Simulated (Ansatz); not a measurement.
W2N (anti-CdI2 type, P-3m1) under volume change, the program Ansatz at the r²SCAN level (PAW), shape and atoms relaxed at each volume.

| V (Å³/atom) | E − E(relaxed) (meV/atom) | P (GPa) |
|---|---|---|
| 11.087 | 128.0 | 40.71 |
| 11.453 | 53.7 | 24.87 |
| 11.818 | 12.7 | 11.43 |
| 12.184 | 0.0 | 0.00 |
| 12.549 | (withheld) | (withheld) |
| 12.915 | (withheld) | (withheld) |
| 13.280 | 92.0 | -24.78 |

What belongs in the gaps?


- 12.915, E − E(relaxed) (meV/atom): 43.1
- 12.915, P (GPa): -17.88
- 12.549, E − E(relaxed) (meV/atom): 11.4
- 12.549, P (GPa): -9.69

What does a third-order Birch–Murnaghan fit give for V₀, B₀ and B′?

V₀ = 12.18 Å³/atom, B₀ = 349 GPa, B′ = 4.5.

A made-up cell: these elements were put on the sites of a structure type; neither database checked (COD, Materials Project) lists it. Its standing as an ambient phase is unchecked. The cell was relaxed with r²SCAN under the symmetry of its start; whether a distortion lowers the energy is not shown. The run is not spin-polarised. Spin–orbit coupling is left out wherever it is not named.

Potentials: the earlier of the program's two PAW sets.
